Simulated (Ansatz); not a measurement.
Relaxation path: fcc Rh (110), 7 layers

DFT, PBEsol, PAW with Ansatz's default frozen-core files, scalar-relativistic (Ansatz 0.2.0); a Γ-centred 14×10×1 k mesh, Fermi–Dirac smearing of 0.08 eV, no spin polarisation. The run relaxes the atoms in the fixed cell.

Command: `ansatz run input.yaml --threads 3 --pin off --max-ram 8192MiB --backend cpu --events-out ev --progress --plain --runs-dir out` It took 100 s on 3 threads of Intel(R) Xeon(R) Platinum 8488C (Sapphire Rapids) (shared host), peak memory 1 GiB.

```yaml
crystal:
  lattice:
    - [2.6734738989, 0.0, 0.0]
    - [0.0, 3.7808630465, 0.0]
    - [0.0, 0.0, 24.0204]
  atoms:
    - { symbol: Rh, position: [0.0, 0.0, 0.333049789] }
    - { symbol: Rh, position: [0.5, 0.5, 0.3886998593] }
    - { symbol: Rh, position: [0.0, 0.0, 0.4443499297] }
    - { symbol: Rh, position: [0.5, 0.5, 0.5] }
    - { symbol: Rh, position: [0.0, 0.0, 0.5556500703] }
    - { symbol: Rh, position: [0.5, 0.5, 0.6113001407] }
    - { symbol: Rh, position: [0.0, 0.0, 0.666950211] }
kpoints:
  mp_grid: { grid: [14, 10, 1] }
scf:
  occupations: { method: fermi_dirac, width: 0.08 }
hamiltonian:
  xc: pbesol
  pseudopotentials: { kind: paw }
output:
  forces: true
  stress: true
  eigenvalues: true
relax:
  f_tol: 0.01
  max_steps: 40
efield:
  axis: 3
  amplitude: 0
  dipole_correction: true
```

Each step lists its free energy a cell above the last geometry, and Cartesian positions (Å) with forces (eV/Å).

The first step:

```
step 1  dF = 137.15 meV
  Rh 0.0000 0.0000 8.0000   0.0000 0.0000 1.0510
  Rh 1.3367 1.8904 9.3367   0.0000 0.0000 -0.5773
  Rh 0.0000 0.0000 10.6735   0.0000 0.0000 -0.1824
  Rh 1.3367 1.8904 12.0102   0.0000 0.0000 0.0000
  Rh 0.0000 0.0000 13.3469   0.0000 0.0000 0.1824
  Rh 1.3367 1.8904 14.6837   0.0000 0.0000 0.5773
  Rh 0.0000 0.0000 16.0204   0.0000 0.0000 -1.0510
```

The PAW files were made under PBE.

Question: Where does the relaxation end, and by which steps?

Answer: After 5 geometries, with a shortest distance of 2.581 Å. The further steps:
```
step 2  dF = 64.98 meV
  Rh 0.0000 0.0000 8.1949   0.0000 0.0000 -0.8162
  Rh 1.3367 1.8904 9.3518   0.0000 0.0000 -0.0854
  Rh 0.0000 0.0000 10.6985   0.0000 0.0000 0.5217
  Rh 1.3367 1.8904 12.0102   0.0000 0.0000 0.0000
  Rh 0.0000 0.0000 13.3219   0.0000 0.0000 -0.5217
  Rh 1.3367 1.8904 14.6686   0.0000 0.0000 0.0854
  Rh 0.0000 0.0000 15.8255   0.0000 0.0000 0.8162
step 3  dF = 2.59 meV
  Rh 0.0000 0.0000 8.1202   0.0000 0.0000 -0.0727
  Rh 1.3367 1.8904 9.3207   0.0000 0.0000 -0.0723
  Rh 0.0000 0.0000 10.6883   0.0000 0.0000 0.1696
  Rh 1.3367 1.8904 12.0102   0.0000 0.0000 0.0000
  Rh 0.0000 0.0000 13.3321   0.0000 0.0000 -0.1696
  Rh 1.3367 1.8904 14.6997   0.0000 0.0000 0.0723
  Rh 0.0000 0.0000 15.9002   0.0000 0.0000 0.0727
step 4  dF = 0.67 meV
  Rh 0.0000 0.0000 8.1125   0.0000 0.0000 0.0232
  Rh 1.3367 1.8904 9.3014   0.0000 0.0000 0.0458
  Rh 0.0000 0.0000 10.6999   0.0000 0.0000 -0.0778
  Rh 1.3367 1.8904 12.0102   0.0000 0.0000 0.0000
  Rh 0.0000 0.0000 13.3205   0.0000 0.0000 0.0778
  Rh 1.3367 1.8904 14.7190   0.0000 0.0000 -0.0458
  Rh 0.0000 0.0000 15.9079   0.0000 0.0000 -0.0232
step 5  dF = 0.00 meV
  Rh 0.0000 0.0000 8.1157   0.0000 0.0000 -0.0052
  Rh 1.3367 1.8904 9.3098   0.0000 0.0000 -0.0053
  Rh 0.0000 0.0000 10.6965   0.0000 0.0000 0.0016
  Rh 1.3367 1.8904 12.0102   0.0000 0.0000 0.0000
  Rh 0.0000 0.0000 13.3239   0.0000 0.0000 -0.0016
  Rh 1.3367 1.8904 14.7106   0.0000 0.0000 0.0053
  Rh 0.0000 0.0000 15.9047   0.0000 0.0000 0.0052
step 6  dF = 0.00 meV  (same geometry, solved once more)
  Rh 0.0000 0.0000 8.1157   0.0000 0.0000 -0.0053
  Rh 1.3367 1.8904 9.3098   0.0000 0.0000 -0.0053
  Rh 0.0000 0.0000 10.6965   0.0000 0.0000 0.0016
  Rh 1.3367 1.8904 12.0102   0.0000 0.0000 0.0000
  Rh 0.0000 0.0000 13.3239   0.0000 0.0000 -0.0016
  Rh 1.3367 1.8904 14.7106   0.0000 0.0000 0.0053
  Rh 0.0000 0.0000 15.9047   0.0000 0.0000 0.0053
```
